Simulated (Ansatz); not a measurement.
Theory: DFT PBE, scalar-relativistic, plane waves, PAW in Ansatz. Cutoff 420 eV, Γ-centred 12×12×4 mesh (8-atom cell), Gaussian smearing of 0.10 eV, no spin polarisation.

Formation energies are uncorrected and count from the elements' standard states at the same level.

Problem. Give a relaxed trial structure of a tetragonal metal that holds Ti and 2 more elements, with a formation energy near −1.65 eV/atom and a density near 11.72 g/cm³, in a cell of 8 atoms.

Solution. Hf3TiN4, space group P4/mmm (No. 123). Hf on a site of symmetry 4mm has 6 N at 2.16–2.33 Å, 4 Ti at 3.11 Å and 8 Hf at 3.18–3.24 Å; Hf on a site of symmetry 4/mmm has 6 N at 2.25–2.28 Å and 12 Hf at 3.18–3.24 Å; around Ti lie 6 N at 2.21–2.25 Å and 8 Hf at 3.11 Å; around N on a site of symmetry 4/mmm lie 2 Hf at 2.16 Å and 4 Ti at 2.25 Å; 2 more sites not described.

Space group P4/mmm (No. 123). a = 3.176 Å, b = 3.176 Å, c = 8.978 Å, α = 90.00°, β = 90.00°, γ = 90.00°
| atom | site | symmetry | x | y | z |
| --- | --- | --- | --- | --- | --- |
| Hf | 2g | 4mm | 0.0000 | 0.0000 | 0.7599 |
| Hf | 1d | 4/mmm | 0.5000 | 0.5000 | 0.5000 |
| Ti | 1c | 4/mmm | 0.5000 | 0.5000 | 0.0000 |
| N | 1a | 4/mmm | 0.0000 | 0.0000 | 0.0000 |
| N | 2h | 4mm | 0.5000 | 0.5000 | 0.2462 |
| N | 1b | 4/mmm | 0.0000 | 0.0000 | 0.5000 |

* Volume per atom: 11.32 Å³
* Density: 11.72 g/cm³
* Energy over the elements: −1.65 eV/atom
* Gap on the 12×12×4 mesh of the 8-atom cell: 0 eV (a metal)

The structure comes from a generated guess, relaxed at this level; another structure or a mixture of phases may lie lower. The answer needn't be unique; the calculation gave this one.

Spin–orbit coupling, which can matter for Hf, is left out. Symmetry constrained the relaxation, so the result can be a saddle point.
